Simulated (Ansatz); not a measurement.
The relaxed structure here is a generated cell of TiTe2: the first start was made by placing the elements on the sites of a structure type, and the end was not matched to a known phase here, so it may be hypothetical. Known forms of TiTe2 include space group No. 164.

One starting cell of TiTe$_{2}$ (a generated cell, TiTe2 built in the AFLOW prototype AB2_hP9_162_ad_k (as in V2N)) was relaxed twice with Ansatz (plane waves, PAW, scalar-relativistic): with r2SCAN at 500 eV and with PBE at 420 eV. The r2SCAN result:

```
TiTe2
1.0
    6.86348     0.00000     0.00000
   -3.43174     5.94395     0.00000
    0.00000     0.00000     6.13027
Te Ti
6 3
Direct
  0.33653   0.33653   0.24611
  0.66347   0.00000   0.24611
  0.00000   0.66347   0.24611
  0.00000   0.33653   0.75389
  0.66347   0.66347   0.75389
  0.33653   0.00000   0.75389
  0.00000   0.00000   0.00000
  0.66667   0.33333   0.50000
  0.33333   0.66667   0.50000
```

```
quantity                          r2SCAN         PBE
--------------------------------  ------  ----------
space group                        P-31m       P-31m
volume (Å³/atom)                   27.79  (withheld)
a (Å)                              6.863  (withheld)
c (Å)                              6.130  (withheld)
gap (eV, no spin-orbit coupling)    0.00  (withheld)
```

Question: Fill in the PBE column.

Answer: 
- volume (Å³/atom), PBE: 27.89
- a (Å), PBE: 6.870
- c (Å), PBE: 6.140
- gap (eV, no spin-orbit coupling), PBE: 0.00

Both levels end in the same structure; PBE's volume is within 0.5 % of r2SCAN's. Neither column is exact.

No spin polarisation in the result.

The run could not lose the symmetry of its start: the end is stationary, and may be a saddle point rather than a minimum.

Ansatz is a quantum-chemistry and plane-wave program.
